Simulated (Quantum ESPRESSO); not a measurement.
MgAl3As3S, input and log of a self-consistent run

A calculation, not a measurement. The program is pw.x of Quantum ESPRESSO 7.5 (plane-wave density functional theory). The cell is made up: 8 atoms on a zincblende/diamond lattice, with randomly drawn elements, strain and displacements, not relaxed. PseudoDojo standard norm-conserving files (v0.5 for PBE, v0.4.1 for LDA and PBEsol) set the functional; there is no spin polarisation, spin-orbit coupling or dispersion term, and the masses in the input are unused placeholders.

Input:

```
&control calculation='scf', pseudo_dir='./dojo.nc.sr.pbe.v0_5.standard.upf', outdir='./o', disk_io='medium', tprnfor=.true., tstress=.true. /
&system ibrav=0, nat=8, ntyp=4, nbnd=41, ecutwfc=84.00895049, nosym=.true., tot_charge=0,
 occupations='smearing', smearing='fd', degauss=0.0018374661
/
&electrons conv_thr=7.350e-09, electron_maxstep=60, /
ATOMIC_SPECIES
Al 1.0 Al.upf
As 1.0 As.upf
Mg 1.0 Mg.upf
S 1.0 S.upf
CELL_PARAMETERS angstrom
5.848 -0.076 0.0
-0.076 5.848 0.0
0.0 0.0 5.848
ATOMIC_POSITIONS angstrom
Mg 0.1205 -0.0562 0.099
Al 0.0079 3.007 2.8709
Al 2.9014 -0.0678 2.7767
Al 2.996 2.9002 0.0418
As 1.5534 1.5236 1.5309
As 1.3853 4.2694 4.3936
S 4.4377 1.5397 4.4013
As 4.4427 4.3537 1.3894
K_POINTS automatic
4 4 4 1 1 1
```

The log is shortened where brackets say so; the opening notice, blank lines, dates and the lines on written files are dropped, and the path of the files is cut. It prints rydbergs, bohrs and kilobars, and counts compression as positive stress. With no partly filled state, the Fermi energy that it prints is only some level between the filled and the empty states on the mesh, and need not lie in the true gap.

```
     Program PWSCF v.7.5
     Parallel version (MPI & OpenMP), running on       1 processor cores
     Number of MPI processes:                 1
     Threads/MPI process:                     1
     [start-up lines left out]
     bravais-lattice index     =            0
     lattice parameter (alat)  =      11.0521  a.u.
     unit-cell volume          =    1349.4144 (a.u.)^3
     number of atoms/cell      =            8
     number of atomic types    =            4
     number of electrons       =        70.00
     number of Kohn-Sham states=           41
     kinetic-energy cutoff     =      84.0090  Ry
     charge density cutoff     =     336.0358  Ry
     scf convergence threshold =      7.3E-09
     mixing beta               =       0.7000
     number of iterations used =            8  plain     mixing
     Exchange-correlation= PBE
                           (   1   4   3   4   0   0   0)
     [axes and pseudopotential details left out]
   Cartesian axes
     site n.     atom                  positions (alat units)
         1        Mg     tau(   1) = (   0.0206036  -0.0096093   0.0169274  )
         2        Al     tau(   2) = (   0.0013508   0.5141495   0.4908785  )
         3        Al     tau(   3) = (   0.4960935  -0.0115927   0.4747718  )
         4        Al     tau(   4) = (   0.5122686   0.4958884   0.0071471  )
         5        As     tau(   5) = (   0.2656068   0.2605115   0.2617597  )
         6        As     tau(   6) = (   0.2368644   0.7299999   0.7512362  )
         7        S      tau(   7) = (   0.7587766   0.2632644   0.7525527  )
         8        As     tau(   8) = (   0.7596315   0.7444139   0.2375654  )
     number of k points=    32  Fermi-Dirac smearing, width (Ry)=  0.0018
                       cart. coord. in units 2pi/alat
        k(    1) = (   0.1266566   0.1266566   0.1250106), wk =   0.0625000
        k(    2) = (   0.1266566   0.1266566   0.3750317), wk =   0.0625000
     [further k points left out]
     Dense  grid:   140347 G-vectors     FFT dimensions: (  72,  72,  72)
     Estimated max dynamical RAM per process >     193.87 MB
     Initial potential from superposition of free atoms
     starting charge      69.9911, renormalised to      70.0000
     Starting wfcs are   48 randomized atomic wfcs
     total cpu time spent up to now is       20.4 secs
     per-process dynamical memory:   109.2 Mb
     Self-consistent Calculation
     iteration #  1     ecut=    84.01 Ry     beta= 0.70
     Davidson diagonalization with overlap
     ethr =  1.00E-02,  avg # of iterations =  4.2
     Threshold (ethr) on eigenvalues was too large:
     Diagonalizing with lowered threshold
     Davidson diagonalization with overlap
     ethr =  4.99E-04,  avg # of iterations =  2.0
     total cpu time spent up to now is      136.0 secs
     total energy              =    -791.32724270 Ry
     estimated scf accuracy    <       0.34661504 Ry
     iteration #  2     ecut=    84.01 Ry     beta= 0.70
     Davidson diagonalization with overlap
     ethr =  4.95E-04,  avg # of iterations =  3.4
     total cpu time spent up to now is      186.3 secs
     total energy              =    -791.39824059 Ry
     estimated scf accuracy    <       0.07176910 Ry
     iteration #  3     ecut=    84.01 Ry     beta= 0.70
     Davidson diagonalization with overlap
     ethr =  1.03E-04,  avg # of iterations =  6.6
     total cpu time spent up to now is      246.0 secs
     total energy              =    -791.41205141 Ry
     estimated scf accuracy    <       0.00781391 Ry
     iteration #  4     ecut=    84.01 Ry     beta= 0.70
     Davidson diagonalization with overlap
     ethr =  1.12E-05,  avg # of iterations =  6.3
     total cpu time spent up to now is      361.2 secs
     total energy              =    -791.41413942 Ry
     estimated scf accuracy    <       0.00306931 Ry
     iteration #  5     ecut=    84.01 Ry     beta= 0.70
     Davidson diagonalization with overlap
     ethr =  4.38E-06,  avg # of iterations =  2.4
     total cpu time spent up to now is      418.2 secs
     total energy              =    -791.41464082 Ry
     estimated scf accuracy    <       0.00007136 Ry
     iteration #  6     ecut=    84.01 Ry     beta= 0.70
     Davidson diagonalization with overlap
     ethr =  1.02E-07,  avg # of iterations =  4.2
     total cpu time spent up to now is      473.8 secs
     total energy              =    -791.41466965 Ry
     estimated scf accuracy    <       0.00001832 Ry
     iteration #  7     ecut=    84.01 Ry     beta= 0.70
     Davidson diagonalization with overlap
     ethr =  2.62E-08,  avg # of iterations =  2.0
     total cpu time spent up to now is      538.4 secs
     total energy              =    -791.41467284 Ry
     estimated scf accuracy    <       0.00000246 Ry
     iteration #  8     ecut=    84.01 Ry     beta= 0.70
     Davidson diagonalization with overlap
     ethr =  3.51E-09,  avg # of iterations =  2.2
     total cpu time spent up to now is      590.8 secs
     total energy              =    -791.41467334 Ry
     estimated scf accuracy    <       0.00000016 Ry
     iteration #  9     ecut=    84.01 Ry     beta= 0.70
     Davidson diagonalization with overlap
     ethr =  2.21E-10,  avg # of iterations =  4.0
     total cpu time spent up to now is      663.7 secs
     total energy              =    -791.41467341 Ry
     estimated scf accuracy    <       0.00000005 Ry
     iteration # 10     ecut=    84.01 Ry     beta= 0.70
     Davidson diagonalization with overlap
     ethr =  6.90E-11,  avg # of iterations =  2.0
     total cpu time spent up to now is      726.0 secs
     total energy              =    -791.41467341 Ry
     estimated scf accuracy    <          8.7E-09 Ry
     iteration # 11     ecut=    84.01 Ry     beta= 0.70
     Davidson diagonalization with overlap
     ethr =  1.24E-11,  avg # of iterations =  2.3
     total cpu time spent up to now is      786.1 secs
     End of self-consistent calculation
          k = 0.1267 0.1267 0.1250 ( 17514 PWs)   bands (ev):
   -69.9035 -36.7184 -36.6836 -36.6692 -29.3874 -29.3852 -29.3412 -29.3340
   -29.3324 -29.2834 -29.2791 -29.2155 -29.2041 -29.1950 -29.1345 -29.1306
   -29.0788 -29.0743 -29.0637  -7.3949  -5.6433  -4.7466  -4.4902  -0.2177
     0.0290   1.2097   2.1154   2.2560   2.7399   2.8869   3.1559   3.4540
     3.8785   4.5345   4.7960   6.5393   6.7972   7.2781   7.4809   7.9016
     8.4070
     [levels at the other k points left out]
     the Fermi energy is     5.5745 ev
!    total energy              =    -791.41467341 Ry
     estimated scf accuracy    <          3.4E-10 Ry
     smearing contrib. (-TS)   =      -0.00000000 Ry
     internal energy E=F+TS    =    -791.41467341 Ry
     The total energy is F=E-TS. E is the sum of the following terms:
     one-electron contribution =    -560.30610935 Ry
     hartree contribution      =     299.83974212 Ry
     xc contribution           =    -171.00626402 Ry
     ewald contribution        =    -359.94204216 Ry
     convergence has been achieved in  11 iterations
     Forces acting on atoms (cartesian axes, Ry/au):
     atom    1 type  3   force =     0.02057857    0.04658173   -0.04463602
     atom    2 type  1   force =    -0.00793581   -0.02035567    0.01103142
     atom    3 type  1   force =     0.00726016   -0.01459053    0.03723208
     atom    4 type  1   force =    -0.01128347   -0.00289737   -0.02812037
     atom    5 type  2   force =    -0.00200660    0.00496266   -0.00541640
     atom    6 type  2   force =     0.04809075    0.01848859   -0.00456032
     atom    7 type  4   force =    -0.01026568   -0.00892712   -0.01400256
     atom    8 type  2   force =    -0.04443793   -0.02326229    0.04847217
     Total force =     0.125471     Total SCF correction =     0.000103
     Computing stress (Cartesian axis) and pressure
          total   stress  (Ry/bohr**3)                   (kbar)     P=      -23.89
  -0.00017413   0.00014587   0.00000088          -25.62       21.46        0.13
   0.00014587  -0.00013406   0.00001888           21.46      -19.72        2.78
   0.00000088   0.00001888  -0.00017905            0.13        2.78      -26.34
     init_run     :     19.14s CPU     20.28s WALL (       1 calls)
     electrons    :    744.49s CPU    765.74s WALL (       1 calls)
     forces       :      9.24s CPU      9.43s WALL (       1 calls)
     stress       :     32.27s CPU     33.62s WALL (       1 calls)
     [timing details left out]
     PWSCF        :  13m25.51s CPU  13m49.75s WALL
     JOB DONE.
```

In other units: free energy -10767.745 eV for the cell, pressure -2.39 GPa, largest force component 1.246 eV/Å. A rerun of the same cell at another strain at 1437 eV and a 6 x 6 x 6 mesh moved values by no more than 0.006 eV in energy, 0.02 GPa in stress and 0.002 eV/Å in force.